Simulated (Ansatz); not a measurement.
TiO₂ (rutile)

```yaml
crystal:
  lattice:
    - [4.64343, 0.00000, 0.00000]
    - [0.00000, 4.64343, 0.00000]
    - [0.00000, 0.00000, 5.92762]
  atoms:
    - { symbol: Ti, position: [0.00000, 0.00000, 0.00000] }
    - { symbol: Ti, position: [0.00000, 0.00000, 0.50000] }
    - { symbol: Ti, position: [0.50000, 0.50000, 0.25000] }
    - { symbol: Ti, position: [0.50000, 0.50000, 0.75000] }
    - { symbol: O, position: [0.30513, 0.30513, 0.00000] }
    - { symbol: O, position: [0.30513, 0.30513, 0.50000] }
    - { symbol: O, position: [0.80513, 0.19487, 0.25000] }
    - { symbol: O, position: [0.80513, 0.19487, 0.75000] }
    - { symbol: O, position: [0.19487, 0.80513, 0.25000] }
    - { symbol: O, position: [0.19487, 0.80513, 0.75000] }
    - { symbol: O, position: [0.69487, 0.69487, 0.00000] }
    - { symbol: O, position: [0.69487, 0.69487, 0.50000] }
```

A phonon eigenvector at Z = (0.0, 0.0, 0.5) is frozen into this cell: atom i moves by Q times the vector below, so Q is the largest atomic displacement, in Å. The cell is held. It is one choice among 2 degenerate patterns. (q is in reciprocal vectors of the primitive cell; the cell shown is doubled to hold the pattern.)

| atom | x | y | z |
|---|---|---|---|
| Ti1 | 0.707 | 0.707 | 0.000 |
| Ti2 | -0.707 | -0.707 | 0.000 |
| Ti3 | -0.010 | 0.010 | 0.000 |
| Ti4 | 0.010 | -0.010 | 0.000 |
| O5 | -0.076 | -0.076 | 0.000 |
| O6 | 0.076 | 0.076 | 0.000 |
| O7 | 0.001 | -0.001 | 0.000 |
| O8 | -0.001 | 0.001 | 0.000 |
| O9 | 0.001 | -0.001 | 0.000 |
| O10 | -0.001 | 0.001 | 0.000 |
| O11 | -0.076 | -0.076 | 0.000 |
| O12 | 0.076 | 0.076 | 0.000 |

These are PBE (plane waves to 420 eV, PAW, scalar-relativistic; Ansatz, a program for electronic structure) values and carry that method's errors. k mesh 7×7×6 (Γ-centred), Fermi-Dirac smearing 0.05 eV. TiO2 is run without spin polarisation. TiO2 was relaxed with its symmetry unable to fall.

At one point of the scan the forces (eV/Å) are:

```json
[
 {"atom": "Ti1", "Fx": "0.170", "Fy": "0.170", "Fz": "0.000"},
 {"atom": "Ti2", "Fx": "-0.170", "Fy": "-0.170", "Fz": "0.000"},
 {"atom": "Ti3", "Fx": "-0.002", "Fy": "0.002", "Fz": "0.000"},
 {"atom": "Ti4", "Fx": "0.002", "Fy": "-0.002", "Fz": "0.000"},
 {"atom": "O5", "Fx": "0.009", "Fy": "0.009", "Fz": "0.000"},
 {"atom": "O6", "Fx": "0.024", "Fy": "0.024", "Fz": "0.000"},
 {"atom": "O7", "Fx": "-0.001", "Fy": "0.001", "Fz": "0.000"},
 {"atom": "O8", "Fx": "-0.001", "Fy": "0.001", "Fz": "0.000"},
 {"atom": "O9", "Fx": "0.001", "Fy": "-0.001", "Fz": "0.000"},
 {"atom": "O10", "Fx": "0.001", "Fy": "-0.001", "Fz": "0.000"},
 {"atom": "O11", "Fx": "-0.024", "Fy": "-0.024", "Fz": "0.000"},
 {"atom": "O12", "Fx": "-0.009", "Fy": "-0.009", "Fz": "0.000"}
]
```

**Question.** Which point is it?
(A) Q = -0.033 Å
(B) Q = -0.017 Å
(C) Q = -0.083 Å
(D) Q = -0.100 Å

**Answer.** A, Q = -0.033 Å

(A displaced cell: forces are minus the slopes of the energy, force constants its curvatures, and phonons follow from these.)
